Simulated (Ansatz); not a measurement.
A relaxed cell of YF is given with its symmetry left out. The cell was found from a structure generator's guess, not taken from experiment.

Theory: DFT PBE, scalar-relativistic, plane waves, PAW in Ansatz. Cutoff 420 eV, Γ-centred mesh, Gaussian smearing, no spin polarisation.

```
CELL_PARAMETERS angstrom
3.71154 0.00000 0.00000
0.00000 3.71154 0.00000
0.00000 0.00000 5.73802
ATOMIC_POSITIONS crystal
Y 0.50000 0.00000 0.73368
Y 0.00000 0.50000 0.26632
F 0.00000 0.00000 0.00000
F 0.50000 0.50000 0.00000
```

The zero of energy is the elements' standard structures at the same level (F₂ as a molecule); no fitted shifts are applied.

(1) Find its symmetry and describe it.

(2) What is its formation energy per atom?

(3) Is it a metal?

(4) From what recipe could a structure generator have reached it?

## Answers

(1) P4/nmm (No. 129), the litharge type. Conventional cell: a = 3.712 Å, c = 5.738 Å. Y has 4 F at 2.40 Å; F has 4 Y at 2.40 Å and 4 F at 2.62 Å.

(2) −2.59 eV/atom. It lies below the elements, which doesn't yet make it stable against other compounds or structures.

(3) Yes, bands cross the Fermi level on the 12×12×8 mesh.

(4) One such recipe: ordered vacancies on the anion sites of fluorite (P4/nmm, No. 129). Other recipes can lead to the same cell.

The last run used a 12×12×8 mesh (in the run's order of axes) for its 4-atom cell and Gaussian smearing of 0.10 eV. A later test with randomly moved atoms came back to the same energy, though modes that don't fit the test's cell weren't probed.
